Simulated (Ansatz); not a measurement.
The calculation used DFT LDA, scalar-relativistic, plane waves, PAW (Ansatz). Cutoff 420 eV, Γ-centred k meshes of 216 to 3072 points, fixed occupations in insulators, in metals Fermi–Dirac smearing of 0.15 eV (Gaussian, 0.2 eV, where magnetic), no spin polarisation. Some cells are trial structures made by swapping elements. Values of metals depend on mesh and smearing. Spin–orbit coupling is left out. Each crystal stands at its own equilibrium volume, in the symmetry named.

Task: Order these crystals by the highest optical frequency at Γ (without the LO field), lowest first.
A. InAg3 (Pm-3m, 4 atoms in the cell, 17.1 Å³/atom, In next to 12 Ag)
B. VPt (P4/mmm, 2 atoms in the cell, 13.5 Å³/atom, V next to 4 V and 8 Pt)
C. B6As (R-3m, 14 atoms in the cell, 8.9 Å³/atom, As next to 3 B)
D. Ti3Ag (Pm-3m, 4 atoms in the cell, 15.9 Å³/atom, Ag next to 12 Ti)
E. SiC (F-43m, 2 atoms in the cell, 10.1 Å³/atom, C next to 4 Si)

Result: A (166 cm⁻¹), B (234 cm⁻¹), D (255 cm⁻¹), E (798 cm⁻¹), C (1031 cm⁻¹).